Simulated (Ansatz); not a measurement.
Level of theory: Ansatz, DFT PBE, scalar-relativistic, plane waves, PAW. All cells share a 420 eV cutoff and Γ-centred k meshes spaced at most about 0.3 Å⁻¹ (about 0.25 or finer for metals, 2π included). No spin polarisation in the final relaxations.

These are static total energies at zero pressure.

Two forms of In2BAs3 were relaxed alike.

1.

Space group P-4m2 (No. 115). a = 3.232 Å, b = 3.232 Å, c = 12.318 Å, α = 90.00°, β = 90.00°, γ = 90.00°
```csv
atom,site,symmetry,x,y,z
In,2g,2mm.,0.5000,0.0000,0.7865
B,1b,-4m2,0.5000,0.5000,0.0000
As,2g,2mm.,0.5000,0.0000,0.4477
As,1a,-4m2,0.0000,0.0000,0.0000
```

2.

Space group Cmmm (No. 65). a = 5.036 Å, b = 12.665 Å, c = 4.955 Å, α = 90.00°, β = 90.00°, γ = 90.00°
```tsv
atom	site	symmetry	x	y	z
In	4i	m2m	0.0000	0.1821	0.0000
B	2a	mmm	0.0000	0.0000	0.0000
As	2d	mmm	0.0000	0.0000	0.5000
As	2c	mmm	0.5000	0.0000	0.5000
As	2b	mmm	0.5000	0.0000	0.0000
```

Question: Which is lower in energy, and by how much?

Answer: Cell 1 is lower, by 160 meV/atom. Cell 1 has space group P-4m2 (No. 115), 21.4 Å³/atom and no gap on its mesh; cell 2 has space group Cmmm (No. 65), 26.3 Å³/atom and no gap. Counting As or B atoms around In (for each partner element, those within 1.25 times its shortest distance or 1.15 times the sum of covalent radii, where it is the nearest in units of that sum or under 1.3; a plus sign parts groups by distance over the sum of covalent radii; the shortest distance is added where it exceeds 1.18 times the sum of covalent radii), cell 1 has In 2+4 from 3.1 Å and cell 2 has In 1+4+5. Cell 2 holds As–As nets (shortest 2.48 Å); in cell 1 the shortest As–As distance is 2.62 Å, near bonding range too. The denser one is the lower, and pressure would at first widen the difference. Even the lower one lies +0.45 eV/atom against the reference forms of the elements (uncorrected), so neither is stable at this level. In cell 1, around In lie 2 As at 3.09 Å, 2 B at 3.09 Å, 4 In at 3.23 Å and 4 As at 3.68 Å; around B lie 4 As at 2.29 Å and 4 In at 3.09 Å; As on a site of symmetry 2mm is surrounded by 4 As at 2.62 Å; 1 more site not described. In cell 2, around In lies 1 B at 2.31 Å; B is surrounded by 2 In at 2.31 Å and 4 As at 2.48–2.52 Å; As on its first site is surrounded by 2 B at 2.48 Å and 2 As at 2.52 Å; 2 more sites not described. Both come from invented guesses.

No dispersion correction is applied, so the spacing and binding between layers, chains or molecules are poorly described (P-4m2), and this can change margins and order among such cells. Cells relaxed within their symmetry can be saddle points.
